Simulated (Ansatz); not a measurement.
Ansatz (a program for electronic structure) input:

Ansatz 0.2 input:
```yaml
crystal:
  lattice:
    - [0.0, 2.6370941086, 2.6370941086]
    - [2.6370941086, 0.0, 2.6370941086]
    - [2.6370941086, 2.6370941086, 0.0]
  atoms:
    - { symbol: Co, position: [0.0, 0.0, 0.0] }
    - { symbol: Si, position: [0.75, 0.75, 0.75] }
    - { symbol: Si, position: [0.25, 0.25, 0.25] }
kpoints:
  mp_grid: { grid: [13, 13, 13] }
hamiltonian:
  xc: lda
  pseudopotentials: { azcp: { folder: ./paw }, kind: paw }
scf:
  occupations: { method: fermi_dirac, width: 0.1 }
phonons:
  method: dfpt
  response_accuracy: low
  eigenvectors: true
  rigid_motions: translations
```

Output (shortened):

```
Pseudopotential: Co, paw, valence charge 17
Pseudopotential: Si, paw, valence charge 4
Functional definition: SPW92
Crystal: 3 atoms, lattice volume = 36.678 Å³
Basis set: ecut = 420 eV, 725 PW (Γ), exchange–correlation on 50×50×50 points (8 copies of the dense FFT grid, shifted against one another)
Bands: 17, of which v1, the nominal top of the filled ones, is band 13 counted from 1 (12 counted from 0)
Symmetry: 48 space group operations
k-points: 196 of 2197 (irreducible under 8 space group operations, time reversal used)
SCF iter   1: F=—  HF=-6283.255820 eV  |F-HF|=—  |Δ(HF+E_count)|=         —  Δρ=1.41e-1  dr2=8.22e0  ethr=3.10e-3  ⟨swp⟩=5.3  Hψ=17302  notcnv=0
preconditioner: auto → Kerker (q_TF=auto, 2.559 Å⁻¹)
SCF iter   2: F=—  HF=-6282.466288 eV  |F-HF|=—  |Δ(HF+E_count)|=   7.90e-1  Δρ=5.98e-2  dr2=2.07e0  ethr=3.10e-3  ⟨swp⟩=2.4  Hψ=6739  notcnv=0  defer=3
SCF iter   3: F=—  HF=-6281.977745 eV  |F-HF|=—  |Δ(HF+E_count)|=   4.89e-1  Δρ=2.26e-2  dr2=2.55e-1  ethr=3.10e-3  ⟨swp⟩=2.2  Hψ=5908  notcnv=0  defer=3
SCF iter   4: F=—  HF=-6281.944246 eV  |F-HF|=—  |Δ(HF+E_count)|=   3.35e-2  Δρ=1.04e-2  dr2=2.85e-2  ethr=1.02e-3  ⟨swp⟩=2.0  Hψ=5711  notcnv=0  defer=1
SCF iter   5: F=—  HF=-6281.942452 eV  |F-HF|=—  |Δ(HF+E_count)|=   1.79e-3  Δρ=4.17e-3  dr2=7.43e-3  ethr=1.14e-4  ⟨swp⟩=1.1  Hψ=3453  notcnv=0
SCF iter   6: F=—  HF=-6281.941318 eV  |F-HF|=—  |Δ(HF+E_count)|=   1.13e-3  Δρ=1.04e-3  dr2=6.20e-4  ethr=2.97e-5  ⟨swp⟩=1.0  Hψ=3332  notcnv=0
SCF iter   7: F=—  HF=-6281.941193 eV  |F-HF|=—  |Δ(HF+E_count)|=   1.25e-4  Δρ=1.52e-4  dr2=1.42e-5  ethr=2.48e-6  ⟨swp⟩=1.9  Hψ=4782  notcnv=0
SCF iter   8: F=—  HF=-6281.941189 eV  |F-HF|=—  |Δ(HF+E_count)|=   3.44e-6  Δρ=1.50e-5  dr2=1.29e-7  ethr=5.68e-8  ⟨swp⟩=2.4  Hψ=4391  notcnv=0
SCF iter  10: F=-6281.941191 eV  HF=-6281.941191 eV  |F-HF|=3.64e-12  |Δ(HF+E_count)|=  4.18e-10  Δρ=2.16e-7  dr2=9.68e-12  ethr=1.00e-12  ⟨swp⟩=5.1  Hψ=17453  notcnv=0
SCF 1 converged in 10 iterations: F = -6281.941191 eV  dr2 = 9.68e-12
DFPT response loops at Γ: preconditioner auto → Kerker (q_TF=auto, 2.559 Å⁻¹) (partly filled bands, converged f_vac=0.000) …
SCF converged after 10 iterations
Free energy (F): -6281.941191 eV
Harris-Foulkes:  -6281.941191 eV  (|F-HF|=3.64e-12)
Internal energy: -6281.906105 eV  (E = F + TS)
E sigma→0 (E₀):  -6281.923648 eV
Entropy (-TS):   -0.035086 eV (-11.695 meV/atom)
Fermi energy:    13.365912 eV
--- Per-component energies (eV) ---
  E_band       = -271.584617
  E_kinetic    = 388.055467
  E_local      = -3865.079748  (includes V_loc(G=0)·N_el)
  E_nonlocal   = 486.404134
  E_hartree    = 1753.546845
  E_xc         = -209.831532
  E_vxc        = -222.748309  (∫ρ·V_xc dr)
  E_paw        = -2481.138043  (= ΣΔE_a)
  E_vpaw       = -565.309705  (= ΣTr[D̂ρ^β])
  E_aug_tail   = 0.000031  (compensation charges beyond the density's cutoff)
  E_ewald      = -2354.450172
  E_core_change = 0.586913  (= ΣΔE_core)
  E_smearing   = -0.035086  (= −TS)
  E_closure    =  0.000000  (closes the sum)
  Σ components = -6281.941191   (vs F -6281.941191, Δ=0.00e0)
  [band-id]    e_kinetic+e_local+e_nonlocal+2·e_hartree+e_vxc+e_vpaw+e_augmentation_tail = -271.584440   (vs E_band -271.584617, Δ=1.77e-4)
--- Band table (eV; the first three rows and the last of 196) ---
  k-point 0: bands = ["-80.6734", "-44.4171", "-44.4171", "-44.4171", "-0.0869", "9.0535", "9.0535", "9.0535", "11.2981", "11.2981", "14.4768", "16.8369", "16.8369", "16.8369", "16.9797", "16.9797", "16.9797"]
  k-point 1: bands = ["-80.6734", "-44.4173", "-44.4171", "-44.4171", "0.0061", "8.8432", "9.0870", "9.0870", "11.2693", "11.2693", "14.5058", "15.5522", "16.1917", "16.1917", "17.6640", "17.6640", "18.3739"]
  k-point 2: bands = ["-80.6734", "-44.4178", "-44.4172", "-44.4172", "0.2837", "8.2660", "9.1803", "9.1803", "11.2030", "11.2030", "13.7387", "15.3623", "15.4990", "15.4990", "17.9458", "17.9458", "18.6133"]
  k-point 195: bands = ["-80.6732", "-44.4196", "-44.4194", "-44.4184", "4.7803", "5.2818", "7.1748", "7.3360", "10.7761", "10.9476", "11.2999", "11.8184", "12.6399", "16.8920", "17.4001", "19.1380", "20.4711"]
--- Phonons (Γ-DFPT): 2 representative perturbations + reference, on 196 of 2197 k-points (Σ response iterations 6) ---
  ASR residual: 6.314e-5 → 0.000e0 eV/Å²; symmetrization residual: 9.319e-6 eV/Å²
  ASR residual per site (eV/Å²): 6.31e-5 3.82e-5 3.82e-5
  Γ frequencies (cm⁻¹): 0.00 0.00 0.00 341.36 341.36 341.36 347.81 347.81 347.81
  non-analytic LO–TO correction: not included (Born effective charges unavailable; polar crystals: no LO–TO splitting at Γ)
```

Cost: about 26 core-seconds (a rough figure) on shared cores.

Space group Fm-3m (fluorite or antifluorite type). Symmetry was held in the LDA relaxation; of distortions, only those at the zone centre were tested. The run is not spin-polarised. As this level gives no gap, phonon frequencies hold no LO–TO term and depend on the k-mesh and smearing (Fermi–Dirac, 0.1 eV here).

Potentials: the earlier of the program's two PAW sets.

Ansatz is a plane-wave DFT program.
